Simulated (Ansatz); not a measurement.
# InGa$_{2}$N$_{3}$: hydrostatic pressure series

All numbers below come from DFT PBE, scalar-relativistic, plane waves, PAW (Ansatz 0.2.0). (420 eV cutoff, 6×6×6 k-mesh, Gaussian smearing of 0.02 eV, no spin polarisation)

Reference structure (relaxed):

```yaml
crystal:
  lattice:
    - [5.01048, -2.89020, 0.00000]
    - [5.01048, 2.89020, 0.00000]
    - [0.00000, 0.00000, 5.39806]
  atoms:
    - { symbol: In, position: [0.32537, 0.67463, 0.98980] }
    - { symbol: In, position: [0.67463, 0.32537, 0.48980] }
    - { symbol: Ga, position: [0.00702, 0.33381, 0.99259] }
    - { symbol: Ga, position: [0.66619, 0.99298, 0.99259] }
    - { symbol: Ga, position: [0.99298, 0.66619, 0.49259] }
    - { symbol: Ga, position: [0.33381, 0.00702, 0.49259] }
    - { symbol: N, position: [0.02640, 0.33371, 0.35902] }
    - { symbol: N, position: [0.66629, 0.97360, 0.35902] }
    - { symbol: N, position: [0.97360, 0.66629, 0.85902] }
    - { symbol: N, position: [0.33371, 0.02640, 0.85902] }
    - { symbol: N, position: [0.30777, 0.69223, 0.39498] }
    - { symbol: N, position: [0.69223, 0.30777, 0.89498] }
```

Cell and atoms are relaxed at each pressure within the symmetry of the start, at zero temperature, so transitions that lower the symmetry aren't seen. The k-mesh given is that at zero pressure and may differ at others. a, b and c are the lengths of the cell vectors above. Gaps are Kohn–Sham gaps over the whole zone.

| P (GPa) | V (Å³/atom) | V/V0 | a (Å) | b (Å) | c (Å) |
| --- | --- | --- | --- | --- | --- |
| -1 | 13.12 | 1.007 | 5.797 | 5.797 | 5.411 |
| 0 | 13.03 | 1.000 | 5.784 | 5.784 | 5.398 |
| 1 | 12.94 | 0.994 | 5.772 | 5.772 | 5.386 |
| 4 | 12.71 | 0.976 | 5.738 | 5.738 | 5.353 |
| 12 | 12.18 | 0.935 | 5.658 | 5.658 | 5.276 |
| 25 | 11.52 | 0.884 | 5.555 | 5.555 | 5.175 |

(1) What bulk modulus and pressure derivative fit these points?

(2) What does pressure do to the gap?

Results:

(1) A third-order Birch–Murnaghan fit gives B0 = 154 GPa and B0' = 4.4.

(2) The gaps are 0.84 eV at -1 GPa, 0.87 eV at 0 GPa, 0.91 eV at 1 GPa, 1.00 eV at 4 GPa, 1.21 eV at 12 GPa, 1.48 eV at 25 GPa.